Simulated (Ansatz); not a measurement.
Input and command of a calculation in Ansatz (plane waves; scalar-relativistic PAW potentials unless the input names others):

```yaml
crystal:
  lattice:
    - [6.2213680171, 0.0, 0.0]
    - [0.0, 7.729358848, 0.0]
    - [0.0, 0.0, 8.1386435649]
  atoms:
    - { symbol: Zn, position: [0.4631963136, 0.1041641637, 0.8734140469] }
    - { symbol: Zn, position: [0.0368036864, 0.8958358363, 0.3734140469] }
    - { symbol: Zn, position: [0.9631963136, 0.3958358363, 0.1265859531] }
    - { symbol: Zn, position: [0.5368036864, 0.6041641637, 0.6265859531] }
    - { symbol: Zn, position: [0.5368036864, 0.8958358363, 0.1265859531] }
    - { symbol: Zn, position: [0.9631963136, 0.1041641637, 0.6265859531] }
    - { symbol: Zn, position: [0.0368036864, 0.6041641637, 0.8734140469] }
    - { symbol: Zn, position: [0.4631963136, 0.3958358363, 0.3734140469] }
    - { symbol: Sb, position: [0.141403198, 0.0831394206, 0.1087680192] }
    - { symbol: Sb, position: [0.358596802, 0.9168605794, 0.6087680192] }
    - { symbol: Sb, position: [0.641403198, 0.4168605794, 0.8912319808] }
    - { symbol: Sb, position: [0.858596802, 0.5831394206, 0.3912319808] }
    - { symbol: Sb, position: [0.858596802, 0.9168605794, 0.8912319808] }
    - { symbol: Sb, position: [0.641403198, 0.0831394206, 0.3912319808] }
    - { symbol: Sb, position: [0.358596802, 0.5831394206, 0.1087680192] }
    - { symbol: Sb, position: [0.141403198, 0.4168605794, 0.6087680192] }
basis:
  ecutwfc: 500
kpoints:
  mp_grid: { grid: [6, 6, 6] }
hamiltonian:
  xc: pbesol
scf:
  occupations: { method: gaussian, width: 0.02 }
output:
  forces: true
  eigenvalues: true
  stress: true
```

```bash
ansatz run input.yaml --threads 4 --pin off --max-ram 8192MiB --backend cpu --events-out ev --progress --plain --runs-dir out
```

Abridged log:
```
Pseudopotentials: kind: paw
Pseudopotential: Zn, paw, valence charge 12, recommended cutoff 420 eV (normal)
Pseudopotential: Sb, paw, valence charge 15, recommended cutoff 420 eV (normal)
Functional definition: PBEsol
Crystal: 16 atoms, lattice volume = 391.364 Å³
Basis set: ecut = 500 eV, 9943 PW (Γ), exchange–correlation on 96×120×120 points (8 copies of the dense FFT grid, shifted against one another)
Bands: 130, of which v1, the nominal top of the filled ones, is band 108 counted from 1 (107 counted from 0)
Symmetry: 8 space group operations
Space group: Pbca (ITA 61), of the structure as read, at distance tolerance 7.3e-5 Å
k-points: 64 of 216
Initial density: superposition of atomic densities (neutral atoms: chi_scale 0, normalization atom), corrected by the library's trained network
Initial wavefunctions: pseudopotential atomic-orbital guess
Functional: x = pbesol(κ = 0.804, μ = 0.12345679), c = pbesol(β = 0.046)
SCF iter   1: F=—  HF=-77511.882764 eV  |F-HF|=—  |Δ(HF+E_count)|=         —  Δρ=3.15e-3  dr2=4.06e-2  ethr=1.77e-3  ⟨swp⟩=6.2  Hψ=33735  notcnv=0  defer=470
SCF iter   2: F=—  HF=-77511.862348 eV  |F-HF|=—  |Δ(HF+E_count)|=   2.04e-2  Δρ=1.75e-3  dr2=1.67e-2  ethr=1.88e-5  ⟨swp⟩=2.0  Hψ=14142  notcnv=0  defer=1037
SCF iter   3: F=—  HF=-77511.858701 eV  |F-HF|=—  |Δ(HF+E_count)|=   3.65e-3  Δρ=9.73e-4  dr2=3.40e-3  ethr=7.73e-6  ⟨swp⟩=3.0  Hψ=14566  notcnv=0  defer=717
automatic band count: iteration 3 solves 125 bands in place of 130: the levels show a gap, and the empty bands left out lie too high to hold charge; the band table lists the bands solved (type scf.n_extra_bands for more)
SCF iter   4: F=—  HF=-77511.857723 eV  |F-HF|=—  |Δ(HF+E_count)|=   9.77e-4  Δρ=2.63e-4  dr2=2.67e-4  ethr=1.57e-6  ⟨swp⟩=2.0  Hψ=11622  notcnv=0  defer=717
SCF iter   5: F=—  HF=-77511.857819 eV  |F-HF|=—  |Δ(HF+E_count)|=   9.58e-5  Δρ=2.59e-4  dr2=2.07e-4  ethr=1.23e-7  ⟨swp⟩=2.0  Hψ=14195  notcnv=0  defer=717
SCF iter   6: F=—  HF=-77511.857692 eV  |F-HF|=—  |Δ(HF+E_count)|=   1.27e-4  Δρ=6.44e-5  dr2=1.51e-5  ethr=9.59e-8  ⟨swp⟩=2.0  Hψ=14195  notcnv=0  defer=717
SCF iter   7: F=—  HF=-77511.857619 eV  |F-HF|=—  |Δ(HF+E_count)|=   7.32e-5  Δρ=8.82e-6  dr2=3.41e-7  ethr=6.98e-9  ⟨swp⟩=2.0  Hψ=14195  notcnv=0  defer=717
SCF iter   8: F=-77511.857619 eV  HF=-77511.857619 eV  |F-HF|=1.22e-9  |Δ(HF+E_count)|=   9.83e-8  Δρ=2.33e-6  dr2=2.47e-8  ethr=4.63e-11  ⟨swp⟩=10.7  Hψ=35916  notcnv=0
SCF 1 converged in 8 iterations: F = -77511.857619 eV  dr2 = 2.47e-8
SCF converged after 8 iterations
Free energy (F): -77511.857619 eV
Harris-Foulkes:  -77511.857619 eV  (|F-HF|=1.22e-9)
Internal energy: -77511.857619 eV  (E = F + TS)
E sigma→0 (E₀):  -77511.857619 eV
Fermi energy:    9.065838 eV
--- Forces (eV/Å), atoms counted from 1 ---
  atom   1  Zn    -0.01612939     0.00152294    -0.01021229
  atom   2  Zn     0.01612939    -0.00152294    -0.01021229
  atom   3  Zn    -0.01612939    -0.00152294     0.01021229
  atom   4  Zn     0.01612939     0.00152294     0.01021229
  atom   5  Zn     0.01612939    -0.00152294     0.01021229
  atom   6  Zn    -0.01612939     0.00152294     0.01021229
  atom   7  Zn     0.01612939     0.00152294    -0.01021229
  atom   8  Zn    -0.01612939    -0.00152294    -0.01021229
  atom   9  Sb     0.05674788     0.04219818     0.07991563
  atom  10  Sb    -0.05674788    -0.04219818     0.07991563
  atom  11  Sb     0.05674788    -0.04219818    -0.07991563
  atom  12  Sb    -0.05674788     0.04219818    -0.07991563
  atom  13  Sb    -0.05674788    -0.04219818    -0.07991563
  atom  14  Sb     0.05674788     0.04219818    -0.07991563
  atom  15  Sb    -0.05674788     0.04219818     0.07991563
  atom  16  Sb     0.05674788    -0.04219818     0.07991563
--- Stress (GPa, compression-positive) ---
       -1.477952       0.000000       0.000000
        0.000000      -1.378790       0.000000
        0.000000       0.000000      -1.352640
  P = ⅓ Tr σ = -1.4031 GPa (-14.031 kbar)
```

Apart from outputs, empty bands and the relaxation, which only the reference makes, the input differs from a reference run on usual settings in hamiltonian.xc: "r2scan" → "pbesol". The reference, at the same geometry, ended its own course with pressure -0.01 GPa, largest force 0.004 eV/Å, gap on the mesh 0.50 eV. This run converged in 8 SCF iterations with a total energy on another zero, pressure -1.40 GPa, largest force 0.107 eV/Å, gap on the mesh 0.19 eV.

Time: 31 s on 4 threads of Intel(R) Xeon(R) 6975P-C (Granite Rapids), with other jobs on the host, peak memory 3.4 GiB.